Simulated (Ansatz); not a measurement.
FeP2:
```
CELL_PARAMETERS angstrom
      4.92778     0.00000     0.00000
      0.00000     5.63336     0.00000
      0.00000     0.00000     2.71774
ATOMIC_POSITIONS crystal
  Fe 0.50000 0.50000 0.50000
  Fe 0.00000 0.00000 0.00000
  P  0.32869 0.86923 0.50000
  P  0.67131 0.13077 0.50000
  P  0.82869 0.63077 0.00000
  P  0.17131 0.36923 0.00000
```

Relaxed with r²SCAN.

Task: Map the valence electron density (e/Å³), cut off at 0.8 on the plane through (0.500, 0.500, 0.500) spanned by u = [1, 0, 0] and v = [0, 1, 0] in lattice vectors, from the program Ansatz at the r²SCAN level (PAW).

Result: x is the fraction of u, y of v (the angle between them is 90°; rows are the nearest grid lines); atoms in the plane: Fe at (0.00, 0.00), P at (0.83, 0.37), P at (0.17, 0.63).
```
y \ x   0.000  0.0800  0.200  0.280  0.360  0.440  0.560  0.640  0.720  0.800  0.920   1.00
------  -----  ------  -----  -----  -----  -----  -----  -----  -----  -----  -----  -----
1.00    0.800   0.800  0.484  0.277  0.192  0.133  0.133  0.192  0.277  0.484  0.800  0.800
0.929   0.800   0.800  0.384  0.192  0.120  0.097  0.168  0.276  0.369  0.461  0.800  0.800
0.857   0.800   0.716  0.384  0.211  0.109  0.086  0.173  0.282  0.350  0.355  0.664  0.800
0.786   0.478   0.734  0.671  0.382  0.181  0.111  0.150  0.207  0.227  0.211  0.282  0.478
0.679   0.570   0.648  0.227  0.594  0.461  0.229  0.140  0.130  0.111  0.103  0.238  0.570
0.607   0.664   0.544  0.108  0.693  0.615  0.321  0.189  0.171  0.164  0.169  0.333  0.664
0.536   0.778   0.800  0.566  0.740  0.531  0.338  0.273  0.318  0.387  0.433  0.593  0.778
0.464   0.778   0.593  0.433  0.387  0.318  0.273  0.338  0.531  0.740  0.566  0.800  0.778
0.393   0.664   0.333  0.169  0.164  0.171  0.189  0.321  0.615  0.693  0.108  0.544  0.664
0.321   0.570   0.238  0.103  0.111  0.130  0.140  0.229  0.461  0.594  0.227  0.648  0.570
0.214   0.478   0.282  0.211  0.227  0.207  0.150  0.111  0.181  0.382  0.671  0.734  0.478
0.143   0.800   0.664  0.355  0.350  0.282  0.173  0.086  0.109  0.211  0.384  0.716  0.800
0.0714  0.800   0.800  0.461  0.369  0.276  0.168  0.097  0.120  0.192  0.384  0.800  0.800
0.000   0.800   0.800  0.484  0.277  0.192  0.133  0.133  0.192  0.277  0.484  0.800  0.800
```

The density is the valence pseudo-density with augmentation charge, so density and ELF within about 1 Å of a nucleus are not all-electron values.

Space group Pnnm. The first step of the workflow began from a Materials Project structure, measured or hypothetical; the Crystallography Open Database copy checked does not list it. Whether it is the stable phase at ambient conditions was not checked. Symmetry was held in the r²SCAN relaxation; whether a distortion lowers the energy is not shown. No spin polarisation was allowed.

Potentials: the later of the program's two PAW sets.
